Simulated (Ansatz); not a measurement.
The relaxed structure here is a generated cell of ZrC: the first start was made by placing the elements on the sites of a structure type, and the end was not matched to a known phase here, so it may be hypothetical. Known forms of ZrC include space group No. 225.

A structure of ZrC relaxed with PBEsol (plane waves to 420 eV, PAW, scalar-relativistic; Ansatz, a program for electronic structure); single points at other levels follow on the same geometry (Ansatz, PAW; HSE06 at 420 eV on a 8×8×8 k-mesh; no spin-orbit coupling). Space group F-43m (No. 216).

Space group F-43m (No. 216); a = b = c = 5.0453 Å, α = β = γ = 90.00°

```csv
atom,site,symmetry,x,y,z
Zr,4a,-43m,0.0000,0.0000,0.0000
C,4c,-43m,0.2500,0.2500,0.2500
```
(The calculation used a cell of 2 atoms; values per cell refer to that cell.)

```
level   gap (eV)      kind           conduction minimum
------  --------  --------  ---------------------------
PBEsol      0.40  indirect  80 % of the way from X to U
HSE06        ___         –                          ___
```

Task: Some entries are withheld; supply them.

Result: 
- HSE06, gap (eV): 0.90
- HSE06, conduction minimum: W

HSE06 gaps come from a coarse mesh plus a few chosen points, so they may be too large. No spin polarisation in the result.

The run could not lose the symmetry of its start, so the end can be a saddle point.
